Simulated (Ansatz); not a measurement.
Surface calculation: fcc Pb (111), 5 layers

The slab is cut from the fcc crystal, the stable phase, as relaxed on PAW files (31.99 Å³/atom), with 16 Å of vacuum and a dipole correction:

```
Pb
1.0
     3.56309    0.00000    0.00000
    -1.78154    3.08573    0.00000
     0.00000    0.00000   27.63700
Pb
5
Direct
  0.83333 0.16667 0.28947
  0.16667 0.83333 0.39473
  0.50000 0.50000 0.50000
  0.83333 0.16667 0.60527
  0.16667 0.83333 0.71053
```

Computed with Ansatz 0.2.0; functional PBE, scalar-relativistic. Settings: a Γ-centred 12×12×1 k mesh, Fermi–Dirac smearing of 0.08 eV, no spin polarisation. Methods: LAPW: all electrons, basis error target 1 meV/atom; PAW: frozen-core files, cutoff 420 eV.

The bulk energy comes from a cell in the slab's orientation on a 12×12×4 mesh. The surface energy is (E(slab) − N·E(bulk))/2A at zero smearing, the mean of both faces; thin slabs carry quantum-size effects.

Spin–orbit coupling is left out, which matters for the heavy atoms. The cell is 1×1, so reconstructions are forbidden, and in slabs of four or five layers the relaxations can be far larger than at a real surface.

As cut, the LAPW slab lies 0.464 eV above 5 atoms of bulk. What surface energy is that?

Over two faces of 10.99 Å² it is 21.1 meV/Å², and times 16.02 J/m² per eV/Å² that gives γ = 0.338 J/m².

What do relaxation and the other method give, and what work function comes out?



| method | γ as cut (J/m²) | γ relaxed (J/m²) | Φ as cut (eV) | Φ relaxed (eV) |
| --- | --- | --- | --- | --- |
| LAPW | 0.338 | 0.310 | 3.71 | 3.61 |
| PAW | 0.338 | 0.309 | 3.71 | 3.61 |

How do the spacings between the planes relax?

From the bottom face up: d12 -6.4 % of 2.909 Å, d23 +0.3 % of 2.909 Å, d34 +0.3 % of 2.909 Å, d45 -6.4 % of 2.909 Å.

A field of 0.5 V/Å is applied along the normal, atoms held. What follows?

LAPW finds an induced dipole of 0.4504 e·Å a cell (PAW 0.4505), that is 14.83 Å for 4πα over the area, against 11.29 Å between the outer atoms.

What changes if the vacuum is set to 22 Å?

LAPW then gives: no gap, work function 3.61 eV; PAW: no gap, work function 3.61 eV.

A 4f core hole is made on one atom of each kind in every 1×1 cell (PAW hole dataset, neutral cell, valence without spin). What does it cost by layer?

layer 1 137.43 eV, layer 2 137.45 eV, layer 3 137.51 eV. Shifts between layers mean more than the absolute values, and a whole layer of holes screens otherwise than one hole.

In the relaxed 1×1 cell, replace the outer, then the middle Pb by Bi, which changes a whole layer. What shift does this Z+1 picture give?

E(outer) − E(middle) = -0.08 eV by LAPW and -0.08 eV by PAW; a positive value puts the surface line at higher binding energy.
